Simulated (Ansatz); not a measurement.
Structure types of TiSi were relaxed at one common pressure (all-electron LAPW in Ansatz 0.2.0 under PBEsol, scalar-relativistic, no spin polarisation, zero temperature). They take these volumes:

```json
{"type": "rocksalt", "space group": "Fm-3m", "V (Å³/atom)": "12.86"}
{"type": "CsCl", "space group": "Pm-3m", "V (Å³/atom)": "11.95"}
{"type": "zincblende", "space group": "F-43m", "V (Å³/atom)": "16.53"}
{"type": "distorted WC", "space group": "P-6m2", "V (Å³/atom)": "12.01"}
{"type": "anti NiAs", "space group": "P6_3/mmc", "V (Å³/atom)": "12.99"}
```

Q: At about which pressure, and is the densest type also the lowest in enthalpy?

A: 40 GPa. The densest is CsCl, and it is 205 meV/atom above distorted WC: its gain in pV doesn't pay for its higher energy here.
